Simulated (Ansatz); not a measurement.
CdNi3N:
```cif
data_CdNNi3
_chemical_formula_sum 'Cd1 Ni3 N1'
_space_group_name_H-M_alt 'Pm-3m'
_space_group_IT_number 221
_space_group_name_Hall '-P 4 2 3'
_cell_length_a 3.79718
_cell_length_b 3.79718
_cell_length_c 3.79718
_cell_angle_alpha 90.000
_cell_angle_beta 90.000
_cell_angle_gamma 90.000
loop_
_atom_site_label
_atom_site_type_symbol
_atom_site_symmetry_multiplicity
_atom_site_Wyckoff_symbol
_atom_site_fract_x
_atom_site_fract_y
_atom_site_fract_z
_atom_site_occupancy
Cd1 Cd 1 a 0.00000 0.00000 0.00000 1
Ni1 Ni 3 c 0.00000 0.50000 0.50000 1
N1 N 1 b 0.50000 0.50000 0.50000 1
```

Relaxed with PBEsol.

Problem. Which orbitals make up the states near the Fermi level in PBEsol (plane waves, PAW; program Ansatz)?

Solution. Within 0.5 eV of the Fermi level: Ni 3d 78 %, N 2p 12 %. Projections are on Löwdin-orthogonalised atomic valence shells; empty p or d shells of many metals are not among them.

Problem. Tabulate the density of states.

Solution. States/eV per cell of 5 atoms, in 0.25 eV bins, energy from the Fermi level.

| E (eV) | total | Ni 3d | N 2p | Ni 4s |
|---|---|---|---|---|
| -7.85 | 4.19 | 0.57 | 1.53 | 0.73 |
| -7.60 | 4.55 | 0.74 | 1.71 | 0.79 |
| -7.35 | 1.92 | 0.51 | 0.92 | 0.19 |
| -7.10 | 1.54 | 0.39 | 0.80 | 0.16 |
| -6.85 | 1.56 | 0.39 | 0.85 | 0.15 |
| -6.60 | 1.64 | 0.42 | 0.92 | 0.15 |
| -6.35 | 1.83 | 0.48 | 1.06 | 0.14 |
| -6.10 | 2.31 | 0.63 | 1.38 | 0.14 |
| -5.85 | 2.06 | 0.53 | 1.30 | 0.09 |
| -5.60 | 1.68 | 0.37 | 1.15 | 0.04 |
| -5.35 | 3.94 | 1.24 | 1.90 | 0.22 |
| -5.10 | 3.19 | 1.33 | 0.32 | 0.23 |
| -4.85 | 1.57 | 0.68 | 0.02 | 0.04 |
| -4.60 | 0.04 | 0.02 | 0.00 | 0.01 |
| -4.35 | 0.20 | 0.11 | 0.01 | 0.07 |
| -4.10 | 0.48 | 0.27 | 0.02 | 0.15 |
| -3.85 | 0.87 | 0.51 | 0.02 | 0.25 |
| -3.60 | 1.72 | 1.07 | 0.02 | 0.43 |
| -3.35 | 2.94 | 1.99 | 0.03 | 0.59 |
| -3.10 | 5.90 | 4.82 | 0.07 | 0.52 |
| -2.85 | 9.42 | 8.13 | 0.08 | 0.44 |
| -2.60 | 5.74 | 5.03 | 0.03 | 0.15 |
| -2.35 | 5.50 | 4.92 | 0.02 | 0.12 |
| -2.10 | 7.87 | 7.45 | 0.02 | 0.07 |
| -1.85 | 10.61 | 9.98 | 0.07 | 0.09 |
| -1.60 | 12.94 | 12.14 | 0.13 | 0.14 |
| -1.35 | 4.84 | 4.67 | 0.03 | 0.03 |
| -1.10 | 14.26 | 13.90 | 0.06 | 0.04 |
| -0.85 | 8.02 | 7.75 | 0.06 | 0.05 |
| -0.60 | 6.06 | 5.72 | 0.20 | 0.04 |
| -0.35 | 6.37 | 5.32 | 0.60 | 0.26 |
| -0.10 | 4.49 | 3.54 | 0.54 | 0.26 |
| 0.15 | 2.45 | 1.69 | 0.47 | 0.11 |
| 0.40 | 1.53 | 0.99 | 0.25 | 0.10 |
| 0.65 | 0.70 | 0.42 | 0.10 | 0.06 |
| 0.90 | 0.89 | 0.49 | 0.13 | 0.08 |
| 1.15 | 0.92 | 0.45 | 0.12 | 0.07 |
| 1.40 | 0.98 | 0.44 | 0.14 | 0.05 |
| 1.65 | 1.84 | 0.84 | 0.26 | 0.08 |
| 1.90 | 3.32 | 1.48 | 0.53 | 0.18 |
| 2.15 | 1.38 | 0.51 | 0.27 | 0.09 |
| 2.40 | 1.90 | 0.62 | 0.31 | 0.27 |
| 2.65 | 2.56 | 0.76 | 0.37 | 0.44 |
| 2.90 | 2.15 | 0.60 | 0.38 | 0.36 |
| 3.15 | 1.56 | 0.38 | 0.28 | 0.26 |
| 3.40 | 1.72 | 0.35 | 0.31 | 0.34 |
| 3.65 | 1.69 | 0.31 | 0.29 | 0.32 |
| 3.90 | 1.53 | 0.26 | 0.24 | 0.23 |
| 4.15 | 0.87 | 0.09 | 0.05 | 0.11 |
| 4.40 | 0.85 | 0.08 | 0.04 | 0.12 |
| 4.65 | 1.00 | 0.10 | 0.05 | 0.19 |

The workflow started from an entry of the Crystallography Open Database (COD). Whether it is the stable phase at ambient conditions was not checked. The PBEsol relaxation kept the symmetry of its start; its stability against distortions is not shown here. The workflow began spin-polarised and lost its moments. Scalar-relativistic: spin–orbit coupling is off unless named, which matters more the heavier the elements.

Potentials: the later of the program's two PAW sets.
